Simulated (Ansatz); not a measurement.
The start is a generated trial cell of WSe2 in the AFLOW prototype AB2_hP6_194_c_ad (B8_2, as in InNi2). The cell and all atomic positions are relaxed at zero pressure with r2SCAN (plane waves to 500 eV, PAW, scalar-relativistic; Ansatz, a quantum-chemistry and plane-wave program). First-step values are on the input's coarse k-mesh.

Ansatz input (later rounds restart from its end on a renewed k-mesh):
Ansatz 0.2 input:
```yaml
crystal:
  lattice:
    - [4.997907, 0, 0]
    - [-2.4989535, 4.3283144, 0]
    - [0, 0, 6.1238091]
  atoms:
    - { symbol: W, position: [0.33333333, 0.66666667, 0.25] }
    - { symbol: W, position: [0.66666667, 0.33333333, 0.75] }
    - { symbol: Se, position: [0, 0, 0] }
    - { symbol: Se, position: [0, 0, 0.5] }
    - { symbol: Se, position: [0.33333333, 0.66666667, 0.75] }
    - { symbol: Se, position: [0.66666667, 0.33333333, 0.25] }
basis: { ecutwfc: 500, ecutrho_ratio: 4, xc_grid: 4, fft_grid_basis: typed }
kpoints: { mp_grid: { grid: [6, 6, 4] } }
hamiltonian:
  xc: r2scan
  dispersion: none
  pseudopotentials: { kind: paw }
scf: { occupations: { method: fermi_dirac, width: 0.05 } }
relax: { f_tol: 0.01, max_steps: 100, cell: { stress_tol: 0.02 } }
output: { forces: true, stress: true }
```

### Question
How large is the pressure on the unrelaxed cell, and of which sign?

### Answer
-19 GPa (negative: the cell is under tension).

### Question
How much energy is released per atom?

### Answer
About 0.50 eV/atom.

### Question
How does the volume per atom move from start to end?

### Answer
-5.3 %, from 22.08 to 20.91 Å³/atom.

### Question
Is the relaxed structure metallic? Give its gap.

### Answer
No gap (metallic).

### Question
The last rounds were run with spin polarisation. What moments result?

### Answer
Net 0.63 μB/atom, ferromagnetic.

### Question
Write out the relaxed structure.

### Answer

```cif
data_Se4W2
_chemical_formula_sum 'W2 Se4'
_space_group_name_H-M_alt 'P63/mmc'
_space_group_IT_number 194
_space_group_name_Hall '-P 6c 2c'
_cell_length_a 4.27103
_cell_length_b 4.27103
_cell_length_c 7.94279
_cell_angle_alpha 90.000
_cell_angle_beta 90.000
_cell_angle_gamma 120.000
loop_
_atom_site_label
_atom_site_type_symbol
_atom_site_symmetry_multiplicity
_atom_site_Wyckoff_symbol
_atom_site_fract_x
_atom_site_fract_y
_atom_site_fract_z
_atom_site_occupancy
W1 W 2 c 0.33333 0.66667 0.25000 1
Se1 Se 2 a 0.00000 0.00000 0.00000 1
Se2 Se 2 d 0.66667 0.33333 0.25000 1
```

The space group stays P6₃/mmc (No. 194) (the run could not lower it), with 6 atoms in the primitive magnetic cell. Final values are on a 13×13×6 k-mesh of the relaxed cell. The first round had no spin; a later round switched it on. Spin state reached: ferromagnetic (net 0.63 μB/atom); other spin orders were not run from this start.

The run could not lose the symmetry of its start.

All atoms sit on sites fixed by symmetry, so only the cell could relax.

The first start was generated by placing the elements on the sites of a structure type. A measured structure of WSe2 has the same space group, P6₃/mmc (No. 194); the sites were not compared with it.
